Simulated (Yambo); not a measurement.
```xyz
4
Lattice="4.0821 0.0000 0.0000 0.0000 4.0476 0.0000 0.0000 0.0000 15.9000" Properties=species:S:1:pos:R:3 pbc="T T T"
S      3.8986     0.0000     1.1584
S      1.8575     2.0238    -1.1584
Sn     1.7353     2.0238     1.3997
Sn     3.7764     0.0000    -1.3997
```

Workflow: norm-conserving PBE (stringent potentials; Quantum ESPRESSO, 102 Ry, scalar-relativistic), then G0W0 in Yambo (4×4×1 Γ-centred k mesh, bands 9 to 195 and a 8 Ry block in the screening, 195 bands in G with the Bruneval-Gonze terminator, plasmon pole fitted at 27.2 eV, slab-truncated Coulomb interaction, stochastic integration of W near q = 0).

**Question.** Give the PBE and G0W0 gaps between the band edges found on this mesh, and say where the edges lie.

**Answer.** Edges: Γ → Γ. PBE: 1.76 eV; G0W0: 2.72 eV. The mesh misses an edge: along a dense path the PBE gap is 1.37 eV. Among the k points computed, the smallest G0W0 gap is 2.65 eV, (-0.5, 0) → Γ. Nearest settings tried, and what they do to the gap: 111 bands in G: -9 meV; 111 bands in W, 111 bands in G: -30 meV; 5 Ry block (341 vectors against 691): -88 meV. Not varied: mesh, cell height. So the settings aren't converged at that level. Spin-orbit splittings are left out.

Geometry relaxed with PBEsol.

This is a model layer cut from the bulk structure; whether it is stable on its own was not checked.
